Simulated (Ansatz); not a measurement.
## BN (P6_3mc), zone-centre modes

Method: DFT PBE, scalar-relativistic, plane waves, PAW (Ansatz 0.2.0). Settings: plane waves to 420 eV, k-mesh 12×12×6 (Γ-centred), Gaussian smearing 0.05 eV. No spin polarisation.

Reference structure (as given, not relaxed at this level; this wurtzite form isn't the usual structure):

```xyz
4
Lattice="2.5539 0.0000 0.0000 -1.2770 2.2118 0.0000 0.0000 0.0000 4.2269" Properties=species:S:1:pos:R:3 pbc="T T T"
B     1.2770    0.7373    4.2257
B     0.0000    1.4745    2.1123
N     1.2770    0.7373    2.6430
N     0.0000    1.4745    0.5295
```

Harmonic modes by finite displacements of 0.02 Å, without the LO–TO term.

At this geometry, is the structure stable against these modes?

Yes: no mode is imaginary beyond 10 cm⁻¹, and only the three translations lie near zero.

List the wavenumbers in cm⁻¹.

0, 0, 0, 472, 472, 939, 939, 949, 1006, 1040, 1040, 1110.

Cost: 1 run of about 0.64 core-minutes, on Intel Xeon Platinum 8259CL (Skylake/Cascade Lake) (shared hosts).